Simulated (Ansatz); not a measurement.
MgZn$_{3}$S$_{4}$:
```cif
data_Mg4S16Zn12
_chemical_formula_sum 'Zn12 S16 Mg4'
_space_group_name_H-M_alt 'P 1'
_space_group_IT_number 1
_cell_length_a 7.84355
_cell_length_b 7.84355
_cell_length_c 12.93939
_cell_angle_alpha 89.807
_cell_angle_beta 90.193
_cell_angle_gamma 120.025
loop_
_space_group_symop_operation_xyz
  'x, y, z'
loop_
_atom_site_label
_atom_site_type_symbol
_atom_site_fract_x
_atom_site_fract_y
_atom_site_fract_z
_atom_site_occupancy
Zn1 Zn 0.84569 0.67164 0.67380 1
Zn2 Zn 0.16567 0.82836 0.91746 1
S1 S 0.83946 0.66754 0.86100 1
S2 S 0.15997 0.82385 0.09929 1
Zn3 Zn 0.84553 0.67450 0.16612 1
Mg1 Mg 0.16729 0.83558 0.42064 1
S3 S 0.83417 0.66910 0.35410 1
S4 S 0.16764 0.83251 0.61105 1
Zn4 Zn 0.32954 0.67223 0.67419 1
Zn5 Zn 0.67450 0.84553 0.83388 1
S5 S 0.33562 0.67613 0.86113 1
S6 S 0.66754 0.83946 0.13900 1
Zn6 Zn 0.32474 0.67367 0.16630 1
Zn7 Zn 0.67164 0.84569 0.32620 1
S7 S 0.33249 0.66851 0.35387 1
S8 S 0.66910 0.83417 0.64590 1
Zn8 Zn 0.32903 0.15413 0.67405 1
Zn9 Zn 0.67367 0.32474 0.83370 1
S9 S 0.33461 0.15345 0.86206 1
S10 S 0.67613 0.33562 0.13887 1
Mg2 Mg 0.32558 0.15588 0.16503 1
Zn10 Zn 0.67223 0.32954 0.32581 1
S11 S 0.33440 0.17149 0.35856 1
S12 S 0.66851 0.33249 0.64613 1
Mg3 Mg 0.83558 0.16729 0.57936 1
Mg4 Mg 0.15588 0.32558 0.83497 1
S13 S 0.82385 0.15997 0.90071 1
S14 S 0.15345 0.33461 0.13794 1
Zn11 Zn 0.82836 0.16567 0.08254 1
Zn12 Zn 0.15413 0.32903 0.32595 1
S15 S 0.83251 0.16764 0.38895 1
S16 S 0.17149 0.33440 0.64144 1
```

Relaxed with r²SCAN.

Problem. Tabulate the valence density and the electron localisation function along the shortest Zn–Mg contact (3.14 Å), plane-wave PAW r²SCAN (Ansatz code).

Solution. 

| distance from Zn (Å) | density (e/Å³) | ELF |
|---|---|---|
| 0.31 | 16.12 | 0.00 |
| 0.47 | 5.19 | 0.02 |
| 0.63 | 1.67 | 0.08 |
| 0.78 | 0.72 | 0.15 |
| 0.94 | 0.37 | 0.15 |
| 1.10 | 0.23 | 0.14 |
| 1.26 | 0.17 | 0.15 |
| 1.41 | 0.14 | 0.15 |
| 1.57 | 0.12 | 0.14 |
| 1.73 | 0.12 | 0.13 |
| 1.88 | 0.11 | 0.10 |
| 2.04 | 0.11 | 0.05 |
| 2.20 | 0.13 | 0.03 |
| 2.35 | 0.26 | 0.09 |
| 2.51 | 1.26 | 0.32 |
| 2.67 | 5.62 | 0.43 |
| 2.82 | 15.16 | 0.35 |

The density is the valence pseudo-density with augmentation charge, so density and ELF within about 1 Å of a nucleus are not all-electron values.

Space group C2. The start of the workflow was typed in or built on a structure type; neither database checked (COD, Materials Project) lists it. Its standing as an ambient phase is unchecked. The cell was relaxed with r²SCAN under the symmetry of its start; its stability against distortions is not shown here.

Potentials: the later of the program's two PAW sets.
